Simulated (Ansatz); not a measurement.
Rb$_{2}$S in space group P6_3/mmc (No. 194; S on 2c, Rb on 2a, Rb on 2d), r²SCAN (plane waves, PAW; program Ansatz). The conduction-band minimum lies at Γ, with 1 equivalent valley. Second derivatives d²E/dk² of the lowest band at one valley (eV·Å²), along Cartesian directions:

| direction | d²E/dk² |
|---|---|
| [100] | 25.80 |
| [010] | 25.80 |
| [001] | 24.67 |
| [110] | 25.80 |
| [101] | 25.23 |
| [011] | 25.23 |

Task: Find the principal effective masses, the density-of-states mass and the conductivity mass.

Result: Off-diagonal terms follow from H_xy = H[110] − (H_xx + H_yy)/2, and m*/mₑ = 7.620 eV·Å² over each eigenvalue: 0.30, 0.30, 0.31. One valley's DOS mass (m₁m₂m₃)^(1/3) = 0.30, conductivity mass 3/(Σ 1/mᵢ) = 0.30 mₑ.

Task: What effective density of states Nc follows at 300 K for parabolic valleys?

Result: Nc = 2.509e19 × 1 × (0.30)^(3/2) ≈ 4.1e18 cm⁻³.

The workflow started from an entry of the Crystallography Open Database (COD), which files this formula under 2 space groups. Its standing as an ambient phase is unchecked. The r²SCAN relaxation kept the symmetry of its start; whether a distortion lowers the energy is not shown. The volume moved by -29 % from the start of the relaxation. The volume fell by over 15 % from the filed cell, which may lack light atoms or belong to other conditions. Spin–orbit coupling is left out wherever it is not named.

Potentials: the later of the program's two PAW sets.

Edges and masses are those of Kohn–Sham bands, whose gap is no quasiparticle gap.
